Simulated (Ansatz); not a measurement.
An Ansatz (a quantum-chemistry and plane-wave program) run. Input:

Ansatz 0.2 input:
```yaml
crystal:
  lattice:
    - [4.4753473509, 0.0, 0.0]
    - [0.0, 4.4753473509, 0.0]
    - [0.0, 0.0, 6.3660545518]
  atoms:
    - { symbol: In, position: [0.5, 0.5, 0.5] }
    - { symbol: Ag, position: [0.0, 0.0, 0.0] }
    - { symbol: Te, position: [0.0, 0.5, 0.2371735344] }
    - { symbol: Te, position: [0.5, 0.0, 0.7628264656] }
kpoints:
  mp_grid: { grid: [9, 9, 7] }
hamiltonian:
  xc: lda
  pseudopotentials: { kind: paw }
scf:
  occupations: { method: fermi_dirac, width: 0.1 }
phonons:
  method: dfpt
  response_accuracy: low
  eigenvectors: true
  rigid_motions: translations
```

Output (shortened):

```
Pseudopotential: In, paw, valence charge 13
Pseudopotential: Ag, paw, valence charge 19
Pseudopotential: Te, paw, valence charge 16
Functional definition: SPW92
Crystal: 4 atoms, lattice volume = 127.504 Å³
Basis set: ecut = 420 eV, 2477 PW (Γ), exchange–correlation on 60×60×90 points (8 copies of the dense FFT grid, shifted against one another)
Bands: 39, of which v1, the nominal top of the filled ones, is band 32 counted from 1 (31 counted from 0)
Symmetry: 8 space group operations
k-points: 100 of 567 (irreducible under 4 space group operations, time reversal used)
SCF iter   1: F=—  HF=-26570.516442 eV  |F-HF|=—  |Δ(HF+E_count)|=         —  Δρ=6.67e-3  dr2=3.63e-2  ethr=1.77e-3  ⟨swp⟩=7.2  Hψ=16439  notcnv=0
preconditioner: auto → Resta (q_TF=auto, 2.432 Å⁻¹)
SCF iter   2: F=—  HF=-26570.505571 eV  |F-HF|=—  |Δ(HF+E_count)|=   1.09e-2  Δρ=2.66e-3  dr2=4.84e-3  ethr=5.67e-5  ⟨swp⟩=2.0  Hψ=6500  notcnv=0
SCF iter   3: F=—  HF=-26570.504730 eV  |F-HF|=—  |Δ(HF+E_count)|=   8.41e-4  Δρ=1.06e-3  dr2=9.34e-4  ethr=7.56e-6  ⟨swp⟩=2.0  Hψ=5336  notcnv=0
SCF iter   4: F=—  HF=-26570.504654 eV  |F-HF|=—  |Δ(HF+E_count)|=   7.64e-5  Δρ=2.63e-4  dr2=8.76e-5  ethr=1.46e-6  ⟨swp⟩=2.0  Hψ=4430  notcnv=0
SCF iter   5: F=—  HF=-26570.504669 eV  |F-HF|=—  |Δ(HF+E_count)|=   1.50e-5  Δρ=5.50e-5  dr2=5.02e-6  ethr=1.37e-7  ⟨swp⟩=2.0  Hψ=4811  notcnv=0
SCF iter   6: F=—  HF=-26570.504669 eV  |F-HF|=—  |Δ(HF+E_count)|=   1.59e-7  Δρ=1.49e-5  dr2=4.52e-7  ethr=7.85e-9  ⟨swp⟩=2.0  Hψ=5329  notcnv=0
SCF iter   7: F=—  HF=-26570.504669 eV  |F-HF|=—  |Δ(HF+E_count)|=   1.70e-8  Δρ=4.24e-6  dr2=4.15e-8  ethr=7.06e-10  ⟨swp⟩=3.0  Hψ=6805  notcnv=0
SCF iter   8: F=—  HF=-26570.504669 eV  |F-HF|=—  |Δ(HF+E_count)|=   1.38e-8  Δρ=1.18e-6  dr2=2.01e-9  ethr=6.49e-11  ⟨swp⟩=2.0  Hψ=4991  notcnv=0
SCF iter  10: F=-26570.504669 eV  HF=-26570.504669 eV  |F-HF|=7.28e-12  |Δ(HF+E_count)|=  2.55e-11  Δρ=8.01e-8  dr2=9.96e-12  ethr=1.00e-12  ⟨swp⟩=10.2  Hψ=19971  notcnv=0
SCF 1 converged in 10 iterations: F = -26570.504669 eV  dr2 = 9.96e-12
DFPT response loops at Γ: preconditioner auto → Kerker (q_TF=auto, 2.432 Å⁻¹) (partly filled bands, converged f_vac=0.128) …
SCF converged after 10 iterations
Free energy (F): -26570.504669 eV
Harris-Foulkes:  -26570.504669 eV  (|F-HF|=7.28e-12)
Internal energy: -26570.498861 eV  (E = F + TS)
E sigma→0 (E₀):  -26570.501765 eV
Entropy (-TS):   -0.005808 eV (-1.452 meV/atom)
Fermi energy:    8.185831 eV
--- Per-component energies (eV) ---
  E_band       = -1003.097039
  E_kinetic    = 1136.384637
  E_local      = -7698.605381  (includes V_loc(G=0)·N_el)
  E_nonlocal   = -151.373229
  E_hartree    = 3870.233052
  E_xc         = -644.542374
  E_vxc        = -545.045094  (∫ρ·V_xc dr)
  E_paw        = -16807.926918  (= ΣΔE_a)
  E_vpaw       = -1484.924006  (= ΣTr[D̂ρ^β])
  E_aug_tail   = -0.000111  (compensation charges beyond the density's cutoff)
  E_ewald      = -6277.035203
  E_core_change = 2.366666  (= ΣΔE_core)
  E_smearing   = -0.005808  (= −TS)
  E_closure    = 0.000000  (closes the sum)
  Σ components = -26570.504669   (vs F -26570.504669, Δ=0.00e0)
  [band-id]    e_kinetic+e_local+e_nonlocal+2·e_hartree+e_vxc+e_vpaw+e_augmentation_tail = -1003.097080   (vs E_band -1003.097039, Δ=-4.02e-5)
--- Band table (eV; the first three rows and the last of 100) ---
  k-point 0: bands = ["-83.3790", "-46.9569", "-46.9569", "-46.9159", "-28.6883", "-28.6883", "-28.6881", "-28.6879", "-28.6165", "-28.6158", "-28.5920", "-28.5920", "-28.5757", "-28.5750", "-6.8816", "-6.8013", "-6.8013", "-6.7462", "-6.7018", "-4.1591", …
  k-point 1: bands = ["-83.3790", "-46.9569", "-46.9569", "-46.9159", "-28.6883", "-28.6883", "-28.6881", "-28.6879", "-28.6165", "-28.6158", "-28.5920", "-28.5920", "-28.5757", "-28.5750", "-6.8822", "-6.8014", "-6.8014", "-6.7460", "-6.7018", "-4.1172", …
  k-point 2: bands = ["-83.3790", "-46.9569", "-46.9569", "-46.9159", "-28.6883", "-28.6883", "-28.6881", "-28.6879", "-28.6164", "-28.6159", "-28.5920", "-28.5920", "-28.5756", "-28.5750", "-6.8835", "-6.8015", "-6.8015", "-6.7455", "-6.7018", "-4.0004", …
  k-point 99: bands = ["-83.3790", "-46.9570", "-46.9570", "-46.9158", "-28.6888", "-28.6883", "-28.6869", "-28.6869", "-28.6164", "-28.6164", "-28.5931", "-28.5923", "-28.5746", "-28.5746", "-6.8860", "-6.8842", "-6.7536", "-6.7329", "-6.7215", "-2.9789", …
--- Phonons (Γ-DFPT): 7 representative perturbations + reference, on 100 of 567 k-points (Σ response iterations 21) ---
  ASR residual: 9.813e-4 → 0.000e0 eV/Å²; symmetrization residual: 8.068e-4 eV/Å²
  ASR residual per site (eV/Å²): 9.81e-4 6.16e-4 8.86e-4 8.86e-4
  Γ frequencies (cm⁻¹): 0.00 0.00 0.00 32.59 32.59 115.16 134.75 148.42 148.42 158.89 158.89 175.79
  non-analytic LO–TO correction: not included (Born effective charges unavailable; polar crystals: no LO–TO splitting at Γ)
```

Cost: roughly 8 core-minutes on shared cores.

Space group P-4m2. The first step of the workflow began from a Materials Project structure, measured or hypothetical; the Crystallography Open Database copy checked does not list it. COD files the formula under space group No. 122, so this cell is another polymorph or a model. With In and Ag taken as one species the cell has the higher symmetry F-43m, so it may be an ordered model of a mixed-site phase. Whether it is the stable phase at ambient conditions was not checked. The LDA relaxation kept the symmetry of its start; of distortions, only those at the zone centre were tested. The run is not spin-polarised. As this level gives no gap, phonon frequencies hold no LO–TO term and depend on the k-mesh and smearing (Fermi–Dirac, 0.1 eV here). Spin–orbit coupling is left out wherever it is not named.

Potentials: the later of the program's two PAW sets.

Ansatz is a plane-wave DFT program.
